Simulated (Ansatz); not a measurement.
An Ansatz (a quantum-chemistry and plane-wave program) run. Input:

Ansatz 0.2 input:
```yaml
crystal:
  lattice:
    - [1.3946097778, 0.8051783306, 4.6157421232]
    - [-1.3946097778, 0.8051783306, 4.6157421232]
    - [0.0, -1.6103566612, 4.6157421232]
  atoms:
    - { symbol: Nb, position: [0.0, 0.0, 0.0] }
    - { symbol: Pd, position: [0.5, 0.5, 0.5] }
kpoints:
  mp_grid: { grid: [17, 17, 17] }
hamiltonian:
  xc: lda
  pseudopotentials: { kind: paw }
scf:
  occupations: { method: fermi_dirac, width: 0.1 }
phonons:
  method: dfpt
  response_accuracy: low
  eigenvectors: true
  rigid_motions: translations
```

Output (shortened):

```
Pseudopotential: Nb, paw, valence charge 13
Pseudopotential: Pd, paw, valence charge 18
Functional definition: SPW92
Crystal: 2 atoms, lattice volume = 31.098 Å³
Basis set: ecut = 420 eV, 615 PW (Γ), exchange–correlation on 72×72×72 points (8 copies of the dense FFT grid, shifted against one another)
Bands: 20, of which v1, the nominal top of the filled ones, is band 16 counted from 1 (15 counted from 0)
Symmetry: 12 space group operations
k-points: 1305 of 4913 (irreducible under 2 space group operations, time reversal used)
SCF iter   1: F=—  HF=-11287.540947 eV  |F-HF|=—  |Δ(HF+E_count)|=         —  Δρ=1.34e-2  dr2=5.78e-2  ethr=1.77e-3  ⟨swp⟩=5.0  Hψ=113732  notcnv=0
preconditioner: auto → Kerker (q_TF=auto, 2.727 Å⁻¹)
SCF iter   2: F=—  HF=-11287.533838 eV  |F-HF|=—  |Δ(HF+E_count)|=   7.11e-3  Δρ=5.56e-3  dr2=8.30e-3  ethr=1.86e-4  ⟨swp⟩=1.0  Hψ=36541  notcnv=0
SCF iter   3: F=—  HF=-11287.532425 eV  |F-HF|=—  |Δ(HF+E_count)|=   1.41e-3  Δρ=1.07e-3  dr2=1.93e-4  ethr=2.68e-5  ⟨swp⟩=1.3  Hψ=28030  notcnv=0
SCF iter   4: F=—  HF=-11287.532384 eV  |F-HF|=—  |Δ(HF+E_count)|=   4.14e-5  Δρ=1.68e-4  dr2=6.61e-6  ethr=6.24e-7  ⟨swp⟩=2.2  Hψ=42292  notcnv=0
SCF iter   5: F=—  HF=-11287.532383 eV  |F-HF|=—  |Δ(HF+E_count)|=   9.12e-7  Δρ=2.51e-5  dr2=2.09e-7  ethr=2.13e-8  ⟨swp⟩=1.2  Hψ=27159  notcnv=0
SCF iter   6: F=—  HF=-11287.532383 eV  |F-HF|=—  |Δ(HF+E_count)|=   5.24e-7  Δρ=4.67e-6  dr2=8.39e-9  ethr=6.75e-10  ⟨swp⟩=2.2  Hψ=37463  notcnv=0
SCF iter   7: F=—  HF=-11287.532383 eV  |F-HF|=—  |Δ(HF+E_count)|=   1.79e-9  Δρ=1.24e-6  dr2=8.13e-10  ethr=2.71e-11  ⟨swp⟩=1.8  Hψ=34520  notcnv=0
SCF iter   8: F=—  HF=-11287.532383 eV  |F-HF|=—  |Δ(HF+E_count)|=  8.37e-11  Δρ=2.47e-7  dr2=2.76e-11  ethr=2.62e-12  ⟨swp⟩=1.0  Hψ=26121  notcnv=0
SCF iter   9: F=-11287.532383 eV  HF=-11287.532383 eV  |F-HF|=1.82e-12  |Δ(HF+E_count)|=  3.64e-12  Δρ=2.82e-8  dr2=1.49e-13  ethr=1.00e-12  ⟨swp⟩=5.0  Hψ=102802  notcnv=0
SCF 1 converged in 9 iterations: F = -11287.532383 eV  dr2 = 1.49e-13
DFPT response loops at Γ: preconditioner auto → Kerker (q_TF=auto, 2.727 Å⁻¹) (partly filled bands, converged f_vac=0.000) …
SCF converged after 9 iterations
Free energy (F): -11287.532383 eV
Harris-Foulkes:  -11287.532383 eV  (|F-HF|=1.82e-12)
Internal energy: -11287.478295 eV  (E = F + TS)
E sigma→0 (E₀):  -11287.505339 eV
Entropy (-TS):   -0.054088 eV (-27.044 meV/atom)
Fermi energy:    20.123406 eV
--- Per-component energies (eV) ---
  E_band       = -188.189390
  E_kinetic    = 912.207077
  E_local      = -2569.746630  (includes V_loc(G=0)·N_el)
  E_nonlocal   = 346.331745
  E_hartree    = 996.030805
  E_xc         = -343.946971
  E_vxc        = -426.358605  (∫ρ·V_xc dr)
  E_paw        = -6587.621598  (= ΣΔE_a)
  E_vpaw       = -442.684793  (= ΣTr[D̂ρ^β])
  E_aug_tail   = 0.000204  (compensation charges beyond the density's cutoff)
  E_ewald      = -4041.839355
  E_core_change = 1.106428  (= ΣΔE_core)
  E_smearing   = -0.054088  (= −TS)
  E_closure    = 0.000000  (closes the sum)
  Σ components = -11287.532383   (vs F -11287.532383, Δ=0.00e0)
  [band-id]    e_kinetic+e_local+e_nonlocal+2·e_hartree+e_vxc+e_vpaw+e_augmentation_tail = -188.189391   (vs E_band -188.189390, Δ=-1.42e-6)
--- Band table (eV; the first three rows and the last of 1305) ---
  k-point 0: bands = ["-64.6019", "-34.5608", "-30.5461", "-30.1555", "-30.1555", "-10.7737", "-9.7630", "-9.7630", "12.7744", "14.6604", "16.7876", "16.7876", "17.7050", "17.7050", "18.0207", "20.9027", "20.9027", "21.0309", "24.1049", "24.1049"]
  k-point 1: bands = ["-64.6009", "-34.5516", "-30.5448", "-30.1648", "-30.1578", "-10.7654", "-9.8237", "-9.7764", "12.8984", "14.7541", "16.7348", "16.8556", "17.5925", "17.7103", "18.0978", "20.6396", "20.9578", "21.0142", "24.0377", "24.3830"]
  k-point 2: bands = ["-64.5980", "-34.5251", "-30.5409", "-30.1915", "-30.1644", "-10.7415", "-9.9955", "-9.8146", "13.2563", "15.0109", "16.5954", "17.0537", "17.2977", "17.7218", "18.3059", "20.1362", "20.6651", "21.3508", "23.8485", "25.0506"]
  k-point 1304: bands = ["-64.6009", "-34.5583", "-30.5326", "-30.1649", "-30.1578", "-10.7993", "-9.8243", "-9.7775", "14.2147", "15.3117", "16.5535", "16.8281", "16.9656", "17.7829", "18.0420", "19.1392", "20.3280", "20.5798", "23.5017", "23.5150"]
--- Phonons (Γ-DFPT): 4 representative perturbations + reference, on 1305 of 4913 k-points (Σ response iterations 12) ---
  ASR residual: 5.749e-4 → 0.000e0 eV/Å²; symmetrization residual: 1.436e-4 eV/Å²
  ASR residual per site (eV/Å²): 5.75e-4 4.42e-4
  Γ frequencies (cm⁻¹): 0.00 0.00 0.00 99.29 99.29 194.37
  non-analytic LO–TO correction: not included (Born effective charges unavailable; polar crystals: no LO–TO splitting at Γ)
```

Cost: very roughly 6 core-minutes on shared cores.

Space group R-3m. The first step of the workflow began from a Materials Project structure, measured or hypothetical; the Crystallography Open Database copy checked does not list it. With Nb and Pd taken as one species the cell has the higher symmetry Fm-3m, so it may be an ordered model of a mixed-site phase. Its standing as an ambient phase is unchecked. Symmetry was held in the LDA relaxation; its stability against distortions is not shown here. No spin polarisation was allowed. As this level gives no gap, phonon frequencies hold no LO–TO term and depend on the k-mesh and smearing (Fermi–Dirac, 0.1 eV here). Spin–orbit coupling is left out wherever it is not named.

Potentials: the later of the program's two PAW sets.

Ansatz is a plane-wave DFT program.
